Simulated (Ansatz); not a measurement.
Lu3SnC (anti-perovskite, Pm-3m), PBE in the plane-wave PAW code Ansatz, all energies at zero smearing, with the estimated change up to a 700 eV cutoff added, with one set of potentials and settings (totals compare only within such a set). Cell of 5 atoms (3 Lu, 1 Sn, 1 C): -50475.636 eV.

| element | reference phase | E (eV/atom) |
|---|---|---|
| Lu | P6_3/mmc, 2 atoms in the cell | -14732.4262 |
| Sn | Fd-3m, 2 atoms in the cell | -6024.2128 |
| C | P6_3/mmc, 4 atoms in the cell | -250.9479 |

Formation energy per atom, worked out: (-50475.636 − 3×(-14732.4262) − 1×(-6024.2128) − 1×(-250.9479))/5 = -0.639 eV/atom (-62 kJ per mol of atoms), at 0 K, without zero-point energy or fitted corrections.

The workflow started from a Materials Project entry (that database holds measured and hypothetical structures alike); the Crystallography Open Database copy checked does not list it. Its standing as an ambient phase is unchecked. The cell was relaxed with PBE under the symmetry of its start; of distortions, only those at the zone centre were tested. The references are the lowest solids computed at this level, not always the standard phases. Spin–orbit coupling is left out wherever it is not named.

Potentials: the later of the program's two PAW sets.
